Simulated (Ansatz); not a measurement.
ZrO2 (tetragonal-ZrO2 type, space group P4_2/nmc): energy against volume

ZrO$_{2}$ (tetragonal-ZrO2 type, space group P4_2/nmc)

```yaml
crystal:
  lattice:
    - [3.62082, 0.00000, 0.00000]
    - [0.00000, 3.62082, 0.00000]
    - [0.00000, 0.00000, 5.28425]
  atoms:
    - { symbol: Zr, position: [0.00000, 0.00000, 0.00000] }
    - { symbol: Zr, position: [0.50000, 0.50000, 0.50000] }
    - { symbol: O, position: [0.00000, 0.50000, 0.19251] }
    - { symbol: O, position: [0.00000, 0.50000, 0.69251] }
    - { symbol: O, position: [0.50000, 0.00000, 0.30749] }
    - { symbol: O, position: [0.50000, 0.00000, 0.80749] }
```

The volume is varied about the relaxed value V₀ at fixed cell shape. The atoms relax within the cell's symmetry.

Computed with PBE (plane waves to 420 eV, PAW, scalar-relativistic; Ansatz, an electronic-structure program). k mesh 9×9×6 (Γ-centred), Fermi-Dirac smearing 0.05 eV. Energies are smeared free energies. Stress and pressure are positive under compression. With the shape held, the modulus is that of even scaling; a crystal free to change shape is softer. The PAW data are Ansatz's earlier set. This is a high-temperature form of ZrO2. ZrO2 is run without spin polarisation. ZrO2 was relaxed with its symmetry unable to fall. The zero of ΔE is the relaxed starting cell.

```csv
V (Å³/cell),ΔE (eV/atom),P (GPa)
58.19,0.2229,45.7
60.41,0.1328,32.8
62.63,0.0697,22.2
64.84,0.0290,13.4
67.06,0.0068,6.2
69.28,0.0000,0.0
71.50,0.0060,-4.9
73.71,0.0225,-9.2
75.93,0.0478,-12.6
78.15,0.0804,-15.5
80.36,0.1189,-17.9
```

What the scan shows:

- Pressure at the smallest volume: 45.7 GPa
- Energy cost of the largest compression: 222.9 meV/atom
- Energy cost of the largest expansion: 118.9 meV/atom
- Bulk modulus at fixed cell shape B₀ (third-order Birch-Murnaghan fit): 172 GPa
- Pressure derivative B₀′ (fit): 4.8
- Equilibrium volume of the fit: 11.55 Å³/atom
- Pressure for 5 % compression (fit): 10.0 GPa

(Under strain, the slope of the energy per volume gives the stress and its curvature an elastic modulus.)
